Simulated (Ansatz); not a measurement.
Relaxed CsSnI$_{3}$ (cubic perovskite):

```yaml
crystal:
  lattice:
    - [12.54267, 0.00000, 0.00000]
    - [0.00000, 6.27133, 0.00000]
    - [0.00000, 0.00000, 6.27133]
  atoms:
    - { symbol: Cs, position: [0.00000, 0.00000, 0.00000] }
    - { symbol: Cs, position: [0.50000, 0.00000, 0.00000] }
    - { symbol: Sn, position: [0.25000, 0.50000, 0.50000] }
    - { symbol: Sn, position: [0.75000, 0.50000, 0.50000] }
    - { symbol: I, position: [0.00000, 0.50000, 0.50000] }
    - { symbol: I, position: [0.50000, 0.50000, 0.50000] }
    - { symbol: I, position: [0.25000, 0.50000, 0.00000] }
    - { symbol: I, position: [0.75000, 0.50000, 0.00000] }
    - { symbol: I, position: [0.25000, 0.00000, 0.50000] }
    - { symbol: I, position: [0.75000, 0.00000, 0.50000] }
```

A phonon eigenvector at X = (0.5, 0.0, 0.0) is frozen into this cell: atom i moves by Q times the vector below, so Q is the largest atomic displacement, in Å. The cell is held. (q is in reciprocal vectors of the primitive cell; the cell shown is doubled to hold the pattern.)

| atom | x | y | z |
|---|---|---|---|
| Cs1 | -1.000 | 0.000 | 0.000 |
| Cs2 | 1.000 | 0.000 | 0.000 |
| I5 | -0.084 | 0.000 | 0.000 |
| I6 | 0.084 | 0.000 | 0.000 |

Atoms not listed stay in place.

Computed with PBE (plane waves to 420 eV, PAW, scalar-relativistic; Ansatz, an electronic-structure program). k mesh 3×6×6 (Γ-centred), Fermi-Dirac smearing 0.05 eV. On this mesh the relaxed cell isn't quite at rest: it carries a pressure of 0.1 GPa (compression positive) at the zero of the scan. CsSnI3 was relaxed with its symmetry unable to fall. Spin-orbit coupling is left out, though I is heavy. This is a high-temperature form of CsSnI3. 

```tsv
Q (Å)	−dE/dQ from forces (eV/Å)
-0.180	0.186
-0.150	0.154
-0.120	0.122
-0.090	0.091
-0.060	0.061
-0.030	0.030
0.000	0.000
0.030	-0.030
0.060	-0.061
0.090	-0.091
0.120	-0.122
0.150	-0.154
0.180	-0.186
```

Q: What harmonic wavenumber does the curvature at Q = 0 give?

A: 32 cm⁻¹. E″ = 1.01 eV/Å², M = Σ mᵢ|uᵢ|² = 267.6 u, ν̃ = 521.5·√(|E″|/M).

(A displaced cell: forces are minus the slopes of the energy, force constants its curvatures, and phonons follow from these.)
